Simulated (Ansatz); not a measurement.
Relaxed-ion elastic tensor of KZnF3 (cubic perovskite, space group No. 221) in GPa (Voigt order), PBE in the plane-wave PAW code Ansatz; density 3.81 g/cm³, 14.06 Å³ per atom.

```
 115  47.2  47.2   0.0   0.0   0.0
47.2   115  47.2   0.0   0.0   0.0
47.2  47.2   115   0.0   0.0   0.0
 0.0   0.0   0.0  32.0   0.0   0.0
 0.0   0.0   0.0   0.0  32.0   0.0
 0.0   0.0   0.0   0.0   0.0  32.0
```

Is the crystal mechanically stable?

Yes: the smallest eigenvalue of C is 32.0 GPa.

Work out the Voigt, Reuss and Hill averages.

K_V = 70.0, K_R = 70.0, K_H = 70.0; G_V = 32.8, G_R = 32.8, G_H = 32.8 GPa.

Give Young's modulus, Poisson's ratio, Pugh's ratio and the universal anisotropy index.

E = 9KG/(3K + G) = 85.2 GPa; ν = 0.30; K/G = 2.13 (ductile by the Pugh limit of 1.75); A_U = 5G_V/G_R + K_V/K_R − 6 = 0.01.

Estimate the sound speeds and the Debye temperature.

v_l = √((K + 4G/3)/ρ) = 5460 m/s, v_t = √(G/ρ) = 2930 m/s, mean 3280 m/s; Θ = (h/k)(3n/4πV)^(1/3) v_m = 404 K.

Give the Zener ratio and Young's modulus along [100], [110] and [111].

A = 2C44/(C11 − C12) = 0.94; 1/E = S11 − 2(S11 − S12 − S44/2)Γ with Γ = 0, 1/4, 1/3 gives 88.1, 84.4, 83.2 GPa.

Solve the Christoffel equation for the three sound speeds along [100], [110], [111].

Eigenvalues of C_ijkl n_j n_l equal ρv². In km/s, slowest first: [100] 2.90, 2.90, 5.50; [110] 2.90, 2.99, 5.45; [111] 2.96, 2.96, 5.43.

Space group Pm-3m (cubic perovskite). The PBE relaxation kept the symmetry of its start; phonons on a q-mesh show no instability.

Potentials: the later of the program's two PAW sets.
